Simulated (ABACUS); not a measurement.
Set-up for a self-consistent single point of Al₃GaN₄ (Pm, 8 atoms in the cell; from Materials Project mp-1228436, changed as shown).

```
CELL_PARAMETERS angstrom
      5.13844     0.00000     0.00000
      0.00000     3.18795     0.00000
     -0.00342     0.00000     5.51939
ATOMIC_POSITIONS crystal
  Al 0.50010 0.50000 0.16730
  Al 0.00080 0.50000 0.83500
  Al 0.00090 0.00000 0.33160
  Ga 0.49970 0.00000 0.66620
  N  0.11010 0.00000 0.66630
  N  0.12260 0.50000 0.16720
  N  0.62590 0.50000 0.84130
  N  0.62350 0.00000 0.32530
```

Level of theory: LDA (PW92), numerical atomic orbitals TZDP (confined pseudo-atomic orbitals with Gaussian additions; energy shift 0.003 Ry), PseudoDojo 0.4 standard norm-conserving LDA (tails mended) pseudopotentials in ABACUS 3.10.1.

ABACUS settings:

```
setting                                                               value
---------------  ----------------------------------------------------------
basis                 TZDP numerical atomic orbitals, energy shift 0.003 Ry
KPT                                                      Gamma 6 10 6 0 0 0
basis_type                                                             lcao
dft_functional                                                        PWLDA
ecutwfc                                                              100 Ry
smearing_method                                                       fixed
potentials       PseudoDojo 0.4 standard norm-conserving LDA (tails mended)
symmetry                                                                  1
ks_solver                                                     scalapack_gvx
scf_nmax                                                                100
scf_thr                                                             1.0e-07
mixing_type                                                         broyden
```

Q: Estimate, at this level of theory: gap on the k-point mesh, pressure and largest force (vector length).

A: The run gave:

```
Property                            Value
-----------------------------  ----------
Gap on the k-point mesh           3.21 eV
Pressure                       -14.02 GPa
Largest force (vector length)  0.129 eV/Å
```

The gap is read on the k-point mesh of the run and can differ from the gap over the whole zone at this level.

For comparison: a first run was changed to give this one (lattice scaled by 1.02), and from it to this one the free energy goes up by 37.5 meV/atom, the pressure goes from -3.85 to -14.02 GPa, the largest force goes from 0.120 to 0.129 eV/Å and the gap on the mesh goes from 3.713 to 3.210 eV.

The atom-centred basis is finite, which shifts total energies, pressures, gaps and forces against plane waves. The structure comes from a collection of computed structures, made at another level of theory; the collection holds predicted forms beside known ones.

Cost on one core: around 4 core-minutes (rough).

The atomic orbitals were generated for these runs; they are not ABACUS's published sets and were checked against plane waves on a few crystals only.

“Tails mended”: in these copies of the files the far tail of each local potential was reset to the Coulomb form.
